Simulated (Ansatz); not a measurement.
Ansatz (a program for electronic structure) input:

Ansatz 0.2 input:
```yaml
crystal:
  lattice:
    - [0.0, 3.1581578616, 3.1581578616]
    - [3.1581578616, 0.0, 3.1581578616]
    - [3.1581578616, 3.1581578616, 0.0]
  atoms:
    - { symbol: Ta, position: [0.0, 0.0, 0.0] }
    - { symbol: W, position: [0.25, 0.25, 0.25] }
    - { symbol: W, position: [0.75, 0.75, 0.75] }
    - { symbol: W, position: [0.5, 0.5, 0.5] }
kpoints:
  mp_grid: { grid: [23, 23, 23] }
hamiltonian:
  xc: lda
  pseudopotentials: { kind: paw }
scf:
  occupations: { method: fermi_dirac, width: 0.1 }
elastic: { mode: relaxed_ion, stencil: two_point, amplitude: 0.005, f_tol: 0.0005 }
```

Output (shortened):

```
Pseudopotentials: kind: paw
Pseudopotential: Ta, paw, valence charge 13
Pseudopotential: W, paw, valence charge 14
Functional definition: SPW92
Crystal: 4 atoms, lattice volume = 62.999 Å³
Basis set: ecut = 420 eV, 1243 PW (Γ)
Bands: 33, of which v1, the nominal top of the filled ones, is band 28 counted from 1 (27 counted from 0)
Symmetry: 48 space group operations
Space group: Fm-3m (ITA 225), of the structure as read, at distance tolerance 4.0e-5 Å
k-points: 364 of 12167
PAW frozen core: Ta, regenerated for the run's functional, and the local potential with it
PAW frozen core: W, regenerated for the run's functional, and the local potential with it
Initial wavefunctions: pseudopotential atomic-orbital guess
Eigensolver: davidson
Functional: x = slater, c = lda
all-band conjugate gradients solve this SCF's bands
the search or the solves at the SCF's close seem to have found levels that the self-consistency loop had missed (the run counts 1) …
SCF 1 converged in 9 iterations: F = -40072.562634 eV  dr2 = 8.62e-15
density extrapolation: transplant  |δρ|_rms = 4.795e-2 e/Å³  SAD shift = 7.013e-3 e/Å³
Crystal: 4 atoms, lattice volume = 62.684 Å³
Symmetry: 16 space group operations
k-points: 936 of 12167
Initial density: handed on by an earlier stage of this run
Initial wavefunctions: those handed on with the density
SCF 2 converged in 8 iterations: F = -40072.559870 eV  dr2 = 3.57e-15
density extrapolation: first-order (α = -2.000)  |δρ|_rms = 4.795e-2 e/Å³  SAD shift = 6.956e-3 e/Å³
Crystal: 4 atoms, lattice volume = 63.314 Å³
SCF 3 converged in 6 iterations: F = -40072.560305 eV  dr2 = 5.41e-15
Crystal: 4 atoms, lattice volume = 62.998 Å³
Symmetry: 8 space group operations
k-points: 1728 of 12167
Initial wavefunctions: pseudopotential atomic-orbital guess (no wavefunctions were taken with the density)
SCF 4 converged in 9 iterations: F = -40072.562024 eV  dr2 = 3.33e-15
relax step   1: F+E_penalty+E_count = -40072.56202429 eV  Δ(F+E_penalty+E_count) = +0.000e0 eV  max|allowed force component| = 8.401e-3 eV/Å  Δτ_max = 0.0000 Å  (9 SCF iters, accepted)
density extrapolation: transplant  |δρ|_rms = 4.796e-2 e/Å³  SAD shift = 2.121e-3 e/Å³
Crystal: 4 atoms, lattice volume = 62.998 Å³
SCF 5 converged in 7 iterations: F = -40072.562010 eV  dr2 = 6.17e-15
relax step   2: F+E_penalty+E_count = -40072.56201004 eV  Δ(F+E_penalty+E_count) = +1.425e-5 eV  max|allowed force component| = 1.945e-2 eV/Å  Δτ_max = 0.0013 Å  (7 SCF iters, rejected (line search))
density extrapolation: transplant  |δρ|_rms = 4.796e-2 e/Å³  SAD shift = 1.482e-3 e/Å³
Crystal: 4 atoms, lattice volume = 62.998 Å³
SCF 6 converged in 7 iterations: F = -40072.562028 eV  dr2 = 3.31e-15
relax step   3: F+E_penalty+E_count = -40072.56202756 eV  Δ(F+E_penalty+E_count) = -3.267e-6 eV  max|allowed force component| = 3.751e-8 eV/Å  Δτ_max = 0.0004 Å  (7 SCF iters, accepted)
Crystal: 4 atoms, lattice volume = 62.998 Å³
SCF 7 converged in 6 iterations: F = -40072.562028 eV  dr2 = 0.0
Crystal: 4 atoms, lattice volume = 62.998 Å³
SCF 8 converged in 9 iterations: F = -40072.562024 eV  dr2 = 3.34e-15
relax step   1: F+E_penalty+E_count = -40072.56202428 eV  Δ(F+E_penalty+E_count) = +0.000e0 eV  max|allowed force component| = 8.401e-3 eV/Å  Δτ_max = 0.0000 Å  (9 SCF iters, accepted)
density extrapolation: transplant  |δρ|_rms = 4.796e-2 e/Å³  SAD shift = 6.398e-4 e/Å³
Crystal: 4 atoms, lattice volume = 62.998 Å³
SCF 9 converged in 10 iterations: F = -40072.562028 eV  dr2 = 2.36e-19
relax step   2: F+E_penalty+E_count = -40072.56202754 eV  Δ(F+E_penalty+E_count) = -3.267e-6 eV  max|allowed force component| = 5.784e-9 eV/Å  Δτ_max = 0.0004 Å  (10 SCF iters, accepted)
Crystal: 4 atoms, lattice volume = 62.998 Å³
SCF 10 converged in 6 iterations: F = -40072.562028 eV  dr2 = 0.0
SCF converged after 9 iterations
Free energy (F): -40072.562634 eV
Harris-Foulkes:  -40072.562634 eV  (|F-HF|=1.46e-11)
Internal energy: -40072.510647 eV  (E = F + TS)
E sigma→0 (E₀):  -40072.536640 eV
Entropy (-TS):   -0.051987 eV (-12.997 meV/atom)
Fermi energy:    21.956805 eV
--- Per-component energies (eV) ---
  E_band       = -319.781812
  E_kinetic    = 1724.407879
  E_local      = -2285.476347  (includes V_loc(G=0)·N_el)
  E_nonlocal   = 41.218778
  E_hartree    = 817.033231
  E_xc         = -1014.560768
  E_vxc        = -924.220527  (∫ρ·V_xc dr)
  E_paw        = -33078.818706  (= ΣΔE_a)
  E_vpaw       = -509.778019  (= ΣTr[D̂ρ^β])
  E_aug_tail   = -0.000037  (compensation charges beyond the density's cutoff)
  E_ewald      = -6277.423038
  E_core_change = 1.108362  (= ΣΔE_core)
  E_smearing   = -0.051987  (= −TS)
  E_closure    = 0.000000  (closes the sum)
  Σ components = -40072.562634   (vs F -40072.562634, Δ=0.00e0)
--- Forces (eV/Å), atoms counted from 1 ---
  atom   1  Ta     0.00000000     0.00000000     0.00000000
  atom   2  W      0.00000000     0.00000000     0.00000000
  atom   3  W      0.00000000     0.00000000     0.00000000
  atom   4  W      0.00000000     0.00000000     0.00000000
  max |Σ_I F_I| component: 1.16e-17 eV/Å
--- Stress (GPa, compression-positive) ---
        0.095127       0.000000       0.000000
        0.000000       0.095127       0.000000
        0.000000       0.000000       0.095127
  P = ⅓ Tr σ = 0.0951 GPa (0.951 kbar)
  The stress holds the Pulay correction. Without it, at fixed plane waves, as pw.x and ABINIT print it: P = 0.0524 GPa
  The stress includes an estimate of the error left by incomplete SCF convergence (largest component  0.0000 GPa; it does not cover the PAW one-centre terms).
--- Band table (eV; the first three rows and the last of 364) ---
  k-point 0: bands = ["-51.7110", "-51.4772", "-51.4701", "-45.1644", "-16.1714", "-16.1714", "-16.1714", "-15.8924", "-15.8924", "-15.8924", "-15.4991", "-15.4991", "-15.4991", "-11.7585", "-11.7585", "-11.7585", "12.8353", "16.5477", "16.5477", "19.5504", …
  k-point 1: bands = ["-51.7105", "-51.4773", "-51.4704", "-45.1645", "-16.1745", "-16.1739", "-16.1739", "-15.8907", "-15.8907", "-15.8879", "-15.5001", "-15.4984", "-15.4984", "-11.7591", "-11.7583", "-11.7583", "12.8711", "16.5717", "16.5717", "19.3176", …
  k-point 2: bands = ["-51.7092", "-51.4777", "-51.4713", "-45.1646", "-16.1833", "-16.1810", "-16.1810", "-15.8857", "-15.8857", "-15.8743", "-15.5039", "-15.4965", "-15.4965", "-11.7609", "-11.7576", "-11.7576", "12.9775", "16.6433", "16.6433", "19.0216", …
  k-point 363: bands = ["-51.6748", "-51.4920", "-51.4913", "-45.1670", "-16.3954", "-16.2499", "-16.2200", "-15.9789", "-15.6655", "-15.6623", "-15.5380", "-15.5290", "-15.4574", "-11.7640", "-11.7585", "-11.7231", "16.6817", "16.8689", "16.8875", "16.9978", …
  band table: 33 of 33 bands, residual norms ≤ 1.0e-3 eV
--- Elastic constants: 2 strain directions × 2 members + reference (group order 48) ---
  dense FFT box of the reference and of every strained cell: 30×30×30
  strains applied: 11, 23; error gains: componentwise 1.00 (the most a stress slope's error grows in a printed constant), spectral 1.73 (1 for all six strains …
  C = ∂σ_k/∂η_j (tension-positive GPa; Voigt order 11 22 33 23 13 12):
       517.661    201.698    201.698      0.000      0.000      0.000
       201.698    517.661    201.698      0.000      0.000      0.000
       201.698    201.698    517.661      0.000      0.000      0.000
         0.000      0.000      0.000    123.005      0.000      0.000
         0.000      0.000      0.000      0.000    123.005      0.000
         0.000      0.000      0.000      0.000      0.000    123.005
  reference stress σ⁰ (GPa):     -0.095     -0.095     -0.095      0.000      0.000      0.000
  moduli (Voigt/Reuss/Hill, GPa): K = 307.02/307.02/307.02   G = 137.00/134.96/135.98   E = 355.45   ν = 0.307
  mechanically stable: yes (min eigenvalue of sym C = 123.00 GPa)
  strain η (Voigt 11):  stress-route row diagonal C_11 = 517.66 GPa, energy-path curvature d²(F+E_count+ΔE)/dδ²/Ω₀ = 517.64 GPa
         δ    σ_11 (GPa)             F (eV)   n_scf  n_hpsi   n_pw
    -5.000e-3      -2.7299      -40072.5598702       8  527377   1246   relax 0 steps, max|allowed force component| 2.78e-17 eV/Å
     5.000e-3       2.4467      -40072.5603055       6  423539   1259   relax 0 steps, max|allowed force component| 4.16e-17 eV/Å
  strain η (Voigt 23):  stress-route row diagonal C_44 = 123.00 GPa, energy-path curvature d²(F+E_count+ΔE)/dδ²/Ω₀ = 123.05 GPa
         δ    σ_23 (GPa)             F (eV)   n_scf  n_hpsi   n_pw
    -5.000e-3      -0.6150      -40072.5620276       6  682332   1251   relax 3 steps, max|allowed force component| 3.75e-8 eV/Å
     5.000e-3       0.6150      -40072.5620275       6  678385   1251   relax 2 steps, max|allowed force component| 5.78e-9 eV/Å
```

Cost: around 17 core-minutes (rough) on shared cores.

The first step of the workflow began from a Materials Project structure, measured or hypothetical; the Crystallography Open Database copy checked does not list it. With Ta and W taken as one species the cell has the higher symmetry Im-3m, so it may be an ordered model of a mixed-site phase. Whether it is the stable phase at ambient conditions was not checked. The cell was relaxed with LDA under the symmetry of its start; its stability against distortions is not shown here. The run is not spin-polarised. As this level gives no gap, shear constants depend on the k-mesh and smearing (Fermi–Dirac, 0.1 eV here). Spin–orbit coupling is left out wherever it is not named.

Potentials: the later of the program's two PAW sets.

Ansatz is a plane-wave DFT program.
